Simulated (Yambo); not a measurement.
Ba2WZnO6 (space group Fm-3m, No. 225), G0W0@PBEsol in Yambo with this input:

```
rim_cut
gw0
dyson
el_el_corr
HF_and_locXC
ppa
em1d
RandQpts= 1000000
RandGvec= 1 Ry
EXXRLvcs= 84 Ry
VXCRLvcs= 336 Ry
Chimod= "HARTREE"
% BndsRnXp
 6 | 222 |
%
NGsBlkXp= 7 Ry
% LongDrXp
 1.0 | 1.0 | 1.0 |
%
PPAPntXp= 27.2114 eV
% GbndRnge
 1 | 222 |
%
GTermKind= "BG"
DysSolver= "n"
ExtendOut
```

On a 2×2×2 mesh, with wavefunctions cut at 84 Ry, the gap (Γ → X) is 4.439 eV and the valence edge shifts by -0.390 eV.

### Question
What happens with this change: pole fitted at 10 eV?

### Answer
The gap falls by 0.049 eV, to 4.390 eV; the shift of the valence edge becomes -0.284 eV. Neither run is shown to be the converged limit.

Spin-orbit coupling is not included.

Geometry of the Materials Project entry, not relaxed at this level; primitive cell a = b = c = 5.8411 Å, α = β = γ = 60.00°.

A shift is the quasiparticle energy of the state minus its PBEsol energy.
